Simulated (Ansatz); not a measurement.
NaCdBr₃ in the cubic perovskite structure, relaxed with r2SCAN in Ansatz 0.2.0. It is cubic, Pm-3m (No. 221); conventional cell a = 5.464 Å, 32.63 Å³ an atom. Na has 12 Br at 3.86 Å; Cd has 6 Br at 2.73 Å; Br has 2 Cd at 2.73 Å and 4 Na at 3.86 Å.

The axes x, y and z are those of this cell:
```
CELL_PARAMETERS angstrom
5.46407 0.00000 0.00000
0.00000 5.46407 0.00000
0.00000 0.00000 5.46407
ATOMIC_POSITIONS crystal
Na 0.00000 0.00000 0.00000
Cd 0.50000 0.50000 0.50000
Br 0.50000 0.50000 0.00000
Br 0.50000 0.00000 0.50000
Br 0.00000 0.50000 0.50000
```

Unstrained: The PBE gap is indirect, 0.847 eV (R to Γ), below the direct gap of 1.422 eV at Γ. The r2SCAN gap is indirect, 1.505 eV (R to Γ), below the direct gap of 2.080 eV at Γ. The HSE06 gap is indirect, 1.977 eV (R to Γ), below the direct gap of 2.616 eV at Γ. Meshes: PBE 6×6×6, r2SCAN 6×6×6, HSE06 4×4×4. Strains are changes of length per length, and xy shears are angles. After each strain the atoms were relaxed again with r2SCAN within the symmetry that the strain leaves, so tilts or polar shifts that break it weren't tested; points keep the names that they have in the unstrained zone. Spin-unpolarised throughout. Whether this structure exists isn't addressed.

Question: One strain changed the r2SCAN stress by xx +1.53, yy +0.46, zz +0.46 GPa (compression positive) and the gap by -0.027 eV (PBE), -0.026 eV (r2SCAN), -0.021 eV (HSE06). Which kind of strain was it, and roughly how large?

Answer: Uniaxial -2.5 % along x, other directions held. The pattern of the stress gives the kind; the size needs the stiffness, so it is an estimate.

Question: Apply epitaxial +5.0 % in the xy plane, free normal strain -2.73 %. How far does the gap move, against the unstrained cell?

Answer: PBE: the gap goes from 0.847 to 0.695 eV (-0.152 eV). r2SCAN: the gap goes from 1.505 to 1.336 eV (-0.169 eV). HSE06: the gap goes from 1.977 to 1.793 eV (-0.184 eV). The r2SCAN energy rises by 25.1 meV an atom.

Question: One strain changed the r2SCAN stress by xx -1.89, yy -1.89, zz -0.01 GPa (compression positive) and the gap by -0.133 eV (PBE), -0.146 eV (r2SCAN), -0.159 eV (HSE06). Which kind of strain was it, and roughly how large?

Answer: Epitaxial +4.0 % in the xy plane, free normal strain -2.26 %. The pattern of the stress gives the kind; the size needs the stiffness, so it is an estimate.

Question: Apply xy shear, engineering strain (angle) +1.5 %. How far does the gap move, against the unstrained cell?

Answer: PBE: the gap goes from 0.847 to 0.832 eV (-0.015 eV). r2SCAN: the gap goes from 1.505 to 1.486 eV (-0.019 eV). HSE06: the gap goes from 1.977 to 1.968 eV (-0.009 eV). The r2SCAN energy rises by 0.2 meV an atom.

Spin-orbit coupling is left out.

The meshes of the hybrids are coarse, so their gaps aren't converged to the digits shown.
